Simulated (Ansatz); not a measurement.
# MnRh

The cell (2 atoms) is MnRh as an experimental structure (space group Pm-3m). Source: COD entry 1539007; the sample's temperature and pressure aren't taken into account, and it need not be the stable phase.

```yaml
crystal:
  lattice:
    - [3.05100, 0.00000, 0.00000]
    - [0.00000, 3.05100, 0.00000]
    - [0.00000, 0.00000, 3.05100]
  atoms:
    - { symbol: Rh, position: [0.50000, 0.50000, 0.50000] }
    - { symbol: Mn, position: [0.00000, 0.00000, 0.00000] }
```

Numbers behind element symbols give the atom's place in this list.

Method: DFT, r2SCAN, PAW, plane waves, scalar-relativistic in Ansatz development build ahead of 0.2.0.

```yaml
plane_wave_cutoff: 500 eV
k_point_mesh: 8×8×8 (Γ-centred)
occupations: Fermi–Dirac smearing, 0.1 eV
```

The total moment includes the space between the atomic spheres.

r2SCAN tends to overstate moments and magnetic energies in itinerant metals.

Only collinear orders within this cell were tried; the true ground state may need a larger cell.

“Plain SCF” means no search for lower states. Ends within 0.2 meV/atom and 0.1 μB count as one state.

Q: Which state comes out lowest among 11 converged runs with various starts and settings? Give the order, the site moments and the gap.

A: Ferromagnetic, site moments Rh1 -0.49, Mn2 -3.80 μB, total -4.31 μB per cell, no gap on the k-mesh.

Q: What is the energy gained by magnetism, per atom?

A: 1206 meV/atom (2.41 eV per cell); the unpolarised solution has no gap on the mesh and a pressure of -25.6 GPa against -3.6 GPa.

Machine: 2 threads of x86-64 server CPU (shared host).

Q: About how long does the run “the moments in brackets, symmetry off, plain SCF [Rh1 1.00, Mn2 -4.50 μB]” take there, and how much memory does it need?

A: 55 s, 0.78 GiB (20 iterations, 260 k-points after symmetry).
